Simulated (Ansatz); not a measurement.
Input file for Ansatz (an electronic-structure program):

Ansatz 0.2 input:
```yaml
crystal:
  lattice:
    - [0.0, 2.4342629513, 2.4342629513]
    - [2.4342629513, 0.0, 2.4342629513]
    - [2.4342629513, 2.4342629513, 0.0]
  atoms:
    - { symbol: S, position: [0.75, 0.75, 0.75] }
    - { symbol: Be, position: [0.0, 0.0, 0.0] }
kpoints:
  mp_grid: { grid: [10, 10, 10] }
hamiltonian:
  xc: r2scan
  pseudopotentials: { kind: paw }
scf:
  occupations: { method: fixed }
elastic: { mode: relaxed_ion, stencil: two_point, amplitude: 0.005, f_tol: 0.0005 }
output: { polarization: {} }
```

Output (shortened):

```
Pseudopotential: S, paw, valence charge 6
Pseudopotential: Be, paw, valence charge 2
Functional definition: r2SCAN
Crystal: 2 atoms, lattice volume = 28.849 Å³
Basis set: ecut = 500 eV, 725 PW (Γ), exchange–correlation on 108×108×108 points (64 copies of the dense FFT grid, shifted against one another)
Bands: 8, of which v1, the nominal top of the filled ones, is band 4 counted from 1 (3 counted from 0)
Symmetry: 24 space group operations
Space group: F-43m (ITA 216), of the structure as read, at distance tolerance 3.1e-5 Å
k-points: 47 of 1000 (time reversal used)
SCF 1 converged in 10 iterations: F = -1001.596293 eV  dr2 = 5.27e-15
Crystal: 2 atoms, lattice volume = 28.849 Å³
SCF 2 converged in 2 iterations: F = -1001.596293 eV  dr2 = 4.74e-16
Crystal: 2 atoms, lattice volume = 28.705 Å³
Symmetry: 8 space group operations
k-points: 102 of 1000 (time reversal used)
SCF 3 converged in 8 iterations: F = -1001.595919 eV  dr2 = 3.37e-15
Crystal: 2 atoms, lattice volume = 28.993 Å³
SCF 4 converged in 8 iterations: F = -1001.595928 eV  dr2 = 4.63e-15
Crystal: 2 atoms, lattice volume = 28.849 Å³
Symmetry: 4 space group operations
k-points: 171 of 1000 (time reversal used)
SCF 5 converged in 9 iterations: F = -1001.596074 eV  dr2 = 2.13e-15
relax step   1: F+E_penalty+E_count = -1001.59607438 eV  Δ(F+E_penalty+E_count) = +0.000e0 eV  max|allowed force component| = 1.971e-2 eV/Å  Δτ_max = 0.0000 Å  (9 SCF iters, accepted)
Crystal: 2 atoms, lattice volume = 28.849 Å³
SCF 6 converged in 6 iterations: F = -1001.596089 eV  dr2 = 3.07e-14
relax step   2: F+E_penalty+E_count = -1001.59608934 eV  Δ(F+E_penalty+E_count) = -1.496e-5 eV  max|allowed force component| = 1.192e-2 eV/Å  Δτ_max = 0.0005 Å  (6 SCF iters, accepted)
Crystal: 2 atoms, lattice volume = 28.849 Å³
SCF 7 converged in 7 iterations: F = -1001.596098 eV  dr2 = 2.69e-15
relax step   3: F+E_penalty+E_count = -1001.59609797 eV  Δ(F+E_penalty+E_count) = -8.638e-6 eV  max|allowed force component| = 3.964e-7 eV/Å  Δτ_max = 0.0007 Å  (7 SCF iters, accepted)
Crystal: 2 atoms, lattice volume = 28.849 Å³
SCF 8 converged in 2 iterations: F = -1001.596098 eV  dr2 = 6.03e-16
Crystal: 2 atoms, lattice volume = 28.849 Å³
SCF 9 converged in 9 iterations: F = -1001.596074 eV  dr2 = 1.79e-15
relax step   1: F+E_penalty+E_count = -1001.59607438 eV  Δ(F+E_penalty+E_count) = +0.000e0 eV  max|allowed force component| = 1.971e-2 eV/Å  Δτ_max = 0.0000 Å  (9 SCF iters, accepted)
Crystal: 2 atoms, lattice volume = 28.849 Å³
SCF 10 converged in 6 iterations: F = -1001.596089 eV  dr2 = 2.65e-14
relax step   2: F+E_penalty+E_count = -1001.59608934 eV  Δ(F+E_penalty+E_count) = -1.496e-5 eV  max|allowed force component| = 1.192e-2 eV/Å  Δτ_max = 0.0005 Å  (6 SCF iters, accepted)
Crystal: 2 atoms, lattice volume = 28.849 Å³
SCF 11 converged in 7 iterations: F = -1001.596098 eV  dr2 = 2.70e-15
relax step   3: F+E_penalty+E_count = -1001.59609797 eV  Δ(F+E_penalty+E_count) = -8.638e-6 eV  max|allowed force component| = 4.022e-7 eV/Å  Δτ_max = 0.0007 Å  (7 SCF iters, accepted)
Crystal: 2 atoms, lattice volume = 28.849 Å³
SCF 12 converged in 2 iterations: F = -1001.596098 eV  dr2 = 5.99e-16
SCF converged after 2 iterations
Free energy (F): -1001.596293 eV
Harris-Foulkes:  -1001.596293 eV  (|F-HF|=3.41e-13)
Internal energy: -1001.596293 eV  (E = F + TS)
E sigma→0 (E₀):  -1001.596293 eV
Fermi energy:    4.999278 eV
--- Per-component energies (eV) ---
  E_band       = -2.451413
  E_kinetic    = 127.845498
  E_local      = -116.558950  (includes V_loc(G=0)·N_el)
  E_nonlocal   = 32.283603
  E_hartree    = 36.249947
  E_xc         = -111.194488
  E_vxc        = -117.426163  (∫ρ·V_xc dr)
  E_paw        = -670.424414  (= ΣΔE_a)
  E_vpaw       = -6.404501  (= ΣTr[D̂ρ^β])
  E_aug_tail   = 0.000001  (compensation charges beyond the density's cutoff)
  E_vtau       = 5.309205  (kinetic-family band-sum trace: ∫τ·v_τ [+ j·A + Jᵃ·Aᵃ] dr)
  E_ewald      = -299.675697
  E_core_change = -0.121794  (= ΣΔE_core)
  E_smearing   =  0.000000  (= −TS)
  E_closure    = 0.000000  (closes the sum)
  Σ components = -1001.596293   (vs F -1001.596293, Δ=0.00e0)
--- Forces (eV/Å), atoms counted from 1 ---
  atom   1  S      0.00000000     0.00000000     0.00000000
  atom   2  Be     0.00000000     0.00000000     0.00000000
  max |Σ_I F_I| component: 3.05e-16 eV/Å
--- Stress (GPa, compression-positive) ---
        0.003332       0.000000       0.000000
        0.000000       0.003332       0.000000
        0.000000       0.000000       0.003332
  P = ⅓ Tr σ = 0.0033 GPa (0.033 kbar)
--- Band table (eV; the first three rows and the last of 47) ---
  k-point 0: bands = ["-9.2218", "4.9993", "4.9993", "4.9993", "11.2335", "11.2335", "11.2335", "11.5812"]
  k-point 1: bands = ["-9.1042", "4.1800", "4.8677", "4.8677", "11.2194", "11.4789", "11.4789", "12.4250"]
  k-point 2: bands = ["-8.7689", "2.5186", "4.5653", "4.5653", "11.1700", "11.9723", "11.9723", "14.1320"]
  k-point 46: bands = ["-6.9659", "0.4625", "1.2972", "1.7004", "11.3181", "12.8439", "14.9316", "15.3347"]
--- Elastic constants: 2 strain directions × 2 members + reference (group order 24) ---
  dense FFT box of the reference and of every strained cell: 27×27×27
  strains applied: 11, 23; error gains: componentwise 1.00 (the most a stress slope's error grows in a printed constant), spectral 1.73 (1 for all six strains …
  C = ∂σ_k/∂η_j (tension-positive GPa; Voigt order 11 22 33 23 13 12):
       164.777     63.884     63.884      0.000      0.000      0.000
        63.884    164.777     63.884      0.000      0.000      0.000
        63.884     63.884    164.777      0.000      0.000      0.000
         0.000      0.000      0.000     87.262      0.000      0.000
         0.000      0.000      0.000      0.000     87.262      0.000
         0.000      0.000      0.000      0.000      0.000     87.262
  reference stress σ⁰ (GPa):     -0.003     -0.003     -0.003      0.000      0.000      0.000
  moduli (Voigt/Reuss/Hill, GPa): K = 97.52/97.52/97.52   G = 72.54/67.54/70.04   E = 169.53   ν = 0.210
  mechanically stable: yes (min eigenvalue of sym C = 87.26 GPa)
  e, the proper piezoelectric tensor (elastic.mode: relaxed_ion; C/m²; rows x y z; Voigt order 11 22 33 23 13 12):
       0.00000    0.00000    0.00000    0.23931    0.00000    0.00000
       0.00000    0.00000    0.00000    0.00000    0.23931    0.00000
       0.00000    0.00000    0.00000    0.00000    0.00000    0.23931
  ±, each entry's uncertainty from the finite density of the strings (C/m²), an estimate: the size of the correction for it that the entry includes:
       0.00000    0.00000    0.00000    0.00124    0.00000    0.00000
       0.00000    0.00000    0.00000    0.00000    0.00124    0.00000
       0.00000    0.00000    0.00000    0.00000    0.00000    0.00124
  strain η (Voigt 11):  stress-route row diagonal C_11 = 164.78 GPa, energy-path curvature d²(F+E_count+ΔE)/dδ²/Ω₀ = 164.78 GPa
         δ    σ_11 (GPa)             F (eV)   n_scf  n_hpsi   n_pw
    -5.000e-3      -0.8317       -1001.5959191       8   18239    743   relax 0 steps, max|allowed force component| 4.16e-17 eV/Å
     5.000e-3       0.8160       -1001.5959280       8   18248    754   relax 0 steps, max|allowed force component| 4.34e-17 eV/Å
  strain η (Voigt 23):  stress-route row diagonal C_44 = 87.26 GPa, energy-path curvature d²(F+E_count+ΔE)/dδ²/Ω₀ = 87.26 GPa
         δ    σ_23 (GPa)             F (eV)   n_scf  n_hpsi   n_pw
    -5.000e-3      -0.4363       -1001.5960980       2   15143    748   relax 3 steps, max|allowed force component| 3.96e-7 eV/Å
     5.000e-3       0.4363       -1001.5960980       2   15134    748   relax 3 steps, max|allowed force component| 4.02e-7 eV/Å
--- Formal polarisation (Berry phase): one branch of a lattice of values; only differences between neighbouring runs are physical ---
  axis  mesh            electronic          ionic      p = total  spread (rad)  least overlap  resolved gap  δp at fixed H ≤   (phases in cycles; p mod 2 …
  b1    10×10×10        0.00000000     4.50000000     4.50000000      0.043036         0.9296        6.2342           1.1e-6
  b2    10×10×10        0.00000000     4.50000000     4.50000000      0.043036         0.9296        6.2342           1.1e-6
  b3    10×10×10        0.00000000     4.50000000     4.50000000      0.043036         0.9296        6.2342           1.1e-6
  quantum along a1:   0.23866021 e/Å² =   382.375813 µC/cm²
  quantum along a2:   0.23866021 e/Å² =   382.375813 µC/cm²
  quantum along a3:   0.23866021 e/Å² =   382.375813 µC/cm²
  P = (  0.75941214,   0.75941214,   0.75941214) e/Å² = ( 1216.712385,  1216.712385,  1216.712385) µC/cm²  (mod the quanta)
```

Cost: around 110 core-seconds (rough) on shared cores.

The r²SCAN relaxation kept the symmetry of its start; phonons on a q-mesh show no instability.

Potentials: the later of the program's two PAW sets.

Ansatz is a plane-wave DFT program.
